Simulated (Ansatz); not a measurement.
AlMo₂C:
```
AlMo2C
1.0
    3.01092     0.00000     0.00000
   -1.50546     2.60754     0.00000
    0.00000     0.00000    13.45178
Al Mo C
2 4 2
Direct
  0.66667   0.33333   0.25000
  0.33333   0.66667   0.75000
  0.66667   0.33333   0.91064
  0.33333   0.66667   0.08936
  0.33333   0.66667   0.41064
  0.66667   0.33333   0.58936
  0.00000   0.00000   0.00000
  0.00000   0.00000   0.50000
```

Relaxed with r²SCAN. Special points in fractions of this cell's reciprocal vectors: Γ (0.000, 0.000, 0.000); M (0.500, 0.000, 0.000); K (0.333, 0.333, 0.000); A (0.000, 0.000, 0.500); L (0.500, 0.000, 0.500); H (0.333, 0.333, 0.500).

Task: List the band energies nearest the Fermi level at these points for r²SCAN with spin–orbit coupling in the plane-wave PAW code Ansatz.

Result: In eV from the Fermi level; about four levels below and three above (degenerate sets whole), none deeper than 8.9 eV; points with the same levels are listed once.

```
k                    below                                    above
-  -----------------------  ---------------------------------------
Γ  -0.26 -0.26 -0.19 -0.19                      0.79 0.79 0.79 0.79
M  -2.39 -2.39 -2.29 -2.29                      0.12 0.12 0.30 0.30
K  -2.51 -2.51 -1.57 -1.57                      0.48 0.48 0.57 0.57
A  -0.23 -0.23 -0.23 -0.23  0.84 0.84 0.84 0.84 0.84 0.84 0.84 0.84
L  -2.33 -2.33 -2.33 -2.33                      0.42 0.42 0.42 0.42
H  -2.10 -2.10 -2.06 -2.06                      0.38 0.38 0.42 0.42
```

Space group P6_3/mmc. The start of the workflow was typed in or built on a structure type; neither database checked (COD, Materials Project) lists it. Its standing as an ambient phase is unchecked. Symmetry was held in the r²SCAN relaxation; whether a distortion lowers the energy is not shown. No spin polarisation was allowed.

Potentials: the earlier of the program's two PAW sets.
